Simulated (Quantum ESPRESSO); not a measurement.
Si6AlAs, input and log of a self-consistent run

A calculation, not a measurement. The program is pw.x of Quantum ESPRESSO 7.5 (plane-wave density functional theory). The cell is made up: 8 atoms on a zincblende/diamond lattice, with randomly drawn elements, strain and displacements, not relaxed. PseudoDojo standard norm-conserving files (v0.5 for PBE, v0.4.1 for LDA and PBEsol) set the functional; there is no spin polarisation, spin-orbit coupling or dispersion term, and the masses in the input are unused placeholders.

Input:

```
&control calculation='scf', pseudo_dir='./dojo.nc.sr.pbe.v0_5.standard.upf', outdir='./o', disk_io='medium', tprnfor=.true., tstress=.true. /
&system ibrav=0, nat=8, ntyp=3, nbnd=31, ecutwfc=84.00895049, nosym=.true., tot_charge=0,
 occupations='smearing', smearing='fd', degauss=0.0073498644
/
&electrons conv_thr=7.350e-09, electron_maxstep=60, /
ATOMIC_SPECIES
Al 1.0 Al.upf
As 1.0 As.upf
Si 1.0 Si.upf
CELL_PARAMETERS angstrom
5.7113 0.0 0.0
0.0 5.7113 0.0
0.0 0.0 5.5818
ATOMIC_POSITIONS angstrom
Si 0.041 -0.0356 -0.0091
Si 0.0245 2.899 2.7835
Al 2.8348 0.0053 2.7532
Si 2.818 2.8507 0.0256
As 1.4089 1.4386 1.3793
Si 1.4287 4.3174 4.173
Si 4.2474 1.3972 4.1805
Si 4.2994 4.2564 1.3941
K_POINTS automatic
6 6 6 1 1 1
```

The log is shortened where brackets say so; the opening notice, blank lines, dates and the lines on written files are dropped, and the path of the files is cut. It prints rydbergs, bohrs and kilobars, and counts compression as positive stress.

```
     Program PWSCF v.7.5
     Parallel version (MPI & OpenMP), running on       1 processor cores
     Number of MPI processes:                 1
     Threads/MPI process:                     1
     [start-up lines left out]
     bravais-lattice index     =            0
     lattice parameter (alat)  =      10.7928  a.u.
     unit-cell volume          =    1228.6857 (a.u.)^3
     number of atoms/cell      =            8
     number of atomic types    =            3
     number of electrons       =        42.00
     number of Kohn-Sham states=           31
     kinetic-energy cutoff     =      84.0090  Ry
     charge density cutoff     =     336.0358  Ry
     scf convergence threshold =      7.3E-09
     mixing beta               =       0.7000
     number of iterations used =            8  plain     mixing
     Exchange-correlation= PBE
                           (   1   4   3   4   0   0   0)
     [axes and pseudopotential details left out]
   Cartesian axes
     site n.     atom                  positions (alat units)
         1        Si     tau(   1) = (   0.0071788  -0.0062333  -0.0015933  )
         2        Si     tau(   2) = (   0.0042897   0.5075902   0.4873671  )
         3        Al     tau(   3) = (   0.4963493   0.0009280   0.4820619  )
         4        Si     tau(   4) = (   0.4934078   0.4991333   0.0044823  )
         5        As     tau(   5) = (   0.2466864   0.2518866   0.2415037  )
         6        Si     tau(   6) = (   0.2501532   0.7559400   0.7306568  )
         7        Si     tau(   7) = (   0.7436836   0.2446378   0.7319700  )
         8        Si     tau(   8) = (   0.7527883   0.7452594   0.2440950  )
     number of k points=   108  Fermi-Dirac smearing, width (Ry)=  0.0073
     Number of k-points >= 100: set verbosity='high' to print them.
     Dense  grid:   127745 G-vectors     FFT dimensions: (  64,  64,  64)
     Estimated max dynamical RAM per process >     156.46 MB
     Initial potential from superposition of free atoms
     starting charge      41.9936, renormalised to      42.0000
     Starting wfcs are   37 randomized atomic wfcs
     total cpu time spent up to now is       25.0 secs
     per-process dynamical memory:   105.9 Mb
     Self-consistent Calculation
     iteration #  1     ecut=    84.01 Ry     beta= 0.70
     Davidson diagonalization with overlap
     ethr =  1.00E-02,  avg # of iterations =  3.9
     Threshold (ethr) on eigenvalues was too large:
     Diagonalizing with lowered threshold
     Davidson diagonalization with overlap
     ethr =  4.98E-04,  avg # of iterations =  4.4
     total cpu time spent up to now is      156.4 secs
     total energy              =    -267.47085795 Ry
     estimated scf accuracy    <       0.22583977 Ry
     iteration #  2     ecut=    84.01 Ry     beta= 0.70
     Davidson diagonalization with overlap
     ethr =  5.38E-04,  avg # of iterations =  2.4
     total cpu time spent up to now is      215.8 secs
     total energy              =    -267.47905645 Ry
     estimated scf accuracy    <       0.06911814 Ry
     iteration #  3     ecut=    84.01 Ry     beta= 0.70
     Davidson diagonalization with overlap
     ethr =  1.65E-04,  avg # of iterations =  4.6
     total cpu time spent up to now is      287.8 secs
     total energy              =    -267.49867003 Ry
     estimated scf accuracy    <       0.02101425 Ry
     iteration #  4     ecut=    84.01 Ry     beta= 0.70
     Davidson diagonalization with overlap
     c_bands:  1 eigenvalues not converged
     ethr =  5.00E-05,  avg # of iterations =  5.6
     total cpu time spent up to now is      357.5 secs
     total energy              =    -267.50230533 Ry
     estimated scf accuracy    <       0.00033903 Ry
     iteration #  5     ecut=    84.01 Ry     beta= 0.70
     Davidson diagonalization with overlap
     c_bands:  1 eigenvalues not converged
     c_bands:  1 eigenvalues not converged
     c_bands:  2 eigenvalues not converged
     c_bands:  1 eigenvalues not converged
     c_bands:  1 eigenvalues not converged
     c_bands:  1 eigenvalues not converged
     c_bands:  1 eigenvalues not converged
     ethr =  8.07E-07,  avg # of iterations = 10.2
     total cpu time spent up to now is      466.0 secs
     total energy              =    -267.50244781 Ry
     estimated scf accuracy    <       0.00005283 Ry
     iteration #  6     ecut=    84.01 Ry     beta= 0.70
     Davidson diagonalization with overlap
     ethr =  1.26E-07,  avg # of iterations =  2.4
     total cpu time spent up to now is      541.8 secs
     total energy              =    -267.50246034 Ry
     estimated scf accuracy    <       0.00000901 Ry
     iteration #  7     ecut=    84.01 Ry     beta= 0.70
     Davidson diagonalization with overlap
     ethr =  2.15E-08,  avg # of iterations =  2.0
     total cpu time spent up to now is      618.6 secs
     total energy              =    -267.50246191 Ry
     estimated scf accuracy    <       0.00000042 Ry
     iteration #  8     ecut=    84.01 Ry     beta= 0.70
     Davidson diagonalization with overlap
     ethr =  1.00E-09,  avg # of iterations =  3.9
     total cpu time spent up to now is      698.4 secs
     total energy              =    -267.50246210 Ry
     estimated scf accuracy    <       0.00000013 Ry
     iteration #  9     ecut=    84.01 Ry     beta= 0.70
     Davidson diagonalization with overlap
     ethr =  3.06E-10,  avg # of iterations =  2.0
     total cpu time spent up to now is      767.5 secs
     total energy              =    -267.50246213 Ry
     estimated scf accuracy    <       0.00000002 Ry
     iteration # 10     ecut=    84.01 Ry     beta= 0.70
     Davidson diagonalization with overlap
     ethr =  5.49E-11,  avg # of iterations =  2.0
     total cpu time spent up to now is      841.7 secs
     End of self-consistent calculation
     Number of k-points >= 100: set verbosity='high' to print the bands.
     the Fermi energy is     5.7114 ev
!    total energy              =    -267.50246213 Ry
     estimated scf accuracy    <          2.0E-09 Ry
     smearing contrib. (-TS)   =      -0.00097571 Ry
     internal energy E=F+TS    =    -267.50148642 Ry
     The total energy is F=E-TS. E is the sum of the following terms:
     one-electron contribution =    -159.31211149 Ry
     hartree contribution      =      95.76246693 Ry
     xc contribution           =     -67.82645972 Ry
     ewald contribution        =    -136.12538214 Ry
     convergence has been achieved in  10 iterations
     Forces acting on atoms (cartesian axes, Ry/au):
     atom    1 type  3   force =    -0.04509996   -0.00275099   -0.01883976
     atom    2 type  3   force =    -0.03514188   -0.00235596    0.02669588
     atom    3 type  1   force =     0.02452156   -0.01612032    0.01315612
     atom    4 type  3   force =     0.03091559    0.01924652   -0.03549973
     atom    5 type  2   force =    -0.00790917    0.00447204    0.00148994
     atom    6 type  3   force =     0.00620009   -0.02103377    0.00890261
     atom    7 type  3   force =     0.02285913    0.01697268    0.00995841
     atom    8 type  3   force =     0.00365464    0.00156979   -0.00586347
     Total force =     0.097853     Total SCF correction =     0.000069
     Computing stress (Cartesian axis) and pressure
          total   stress  (Ry/bohr**3)                   (kbar)     P=      -38.82
  -0.00030335   0.00001945  -0.00001295          -44.62        2.86       -1.91
   0.00001945  -0.00030377   0.00002785            2.86      -44.69        4.10
  -0.00001295   0.00002785  -0.00018452           -1.91        4.10      -27.14
     init_run     :     22.61s CPU     24.90s WALL (       1 calls)
     electrons    :    748.01s CPU    817.40s WALL (       1 calls)
     forces       :     10.59s CPU     10.94s WALL (       1 calls)
     stress       :     49.97s CPU     51.75s WALL (       1 calls)
     [timing details left out]
     PWSCF        :  13m51.45s CPU  15m 6.30s WALL
     JOB DONE.
```

In other units: free energy -3639.556 eV for the cell, pressure -3.88 GPa, largest force component 1.160 eV/Å. A rerun of the same cell at another strain at 1437 eV and a 8 x 8 x 8 mesh moved values by no more than 0.002 eV in energy, 0.02 GPa in stress and 0.002 eV/Å in force.